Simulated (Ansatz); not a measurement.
ScPd (CsCl type)

```
CELL_PARAMETERS angstrom
      6.45976     0.00000     0.00000
      0.00000     3.22988     0.00000
      0.00000     0.00000     3.22988
ATOMIC_POSITIONS crystal
  Sc 0.25000 0.50000 0.50000
  Sc 0.75000 0.50000 0.50000
  Pd 0.00000 0.00000 0.00000
  Pd 0.50000 0.00000 0.00000
```

A phonon eigenvector at X = (0.5, 0.0, 0.0) is frozen into this cell: atom i moves by Q times the vector below, so Q is the largest atomic displacement, in Å. The cell is held. (q is in reciprocal vectors of the primitive cell; the cell shown is doubled to hold the pattern.)

```tsv
atom	x	y	z
Sc1	1.000	0.000	0.000
Sc2	-1.000	0.000	0.000
```

Atoms not listed stay in place.

Computed with LDA (plane waves to 420 eV, PAW, scalar-relativistic; Ansatz, a quantum-chemistry and plane-wave program). k mesh 7×14×14 (Γ-centred), Fermi-Dirac smearing 0.05 eV. With partly filled bands, energies and forces of such displacements shift with the k mesh and the smearing. ScPd is run without spin polarisation. ScPd was relaxed with its symmetry unable to fall. 

```csv
Q (Å),−dE/dQ from forces (eV/Å)
-0.280,7.565
-0.233,6.237
-0.187,4.954
-0.140,3.756
-0.093,2.561
-0.047,1.294
0.000,0.000
0.047,-1.294
0.093,-2.561
0.140,-3.756
0.187,-4.954
0.233,-6.237
0.280,-7.565
```

Question: What harmonic wavenumber does the curvature at Q = 0 give?

Answer: 290 cm⁻¹. E″ = 27.84 eV/Å², M = Σ mᵢ|uᵢ|² = 89.9 u, ν̃ = 521.5·√(|E″|/M).

(A displaced cell: forces are minus the slopes of the energy, force constants its curvatures, and phonons follow from these.)
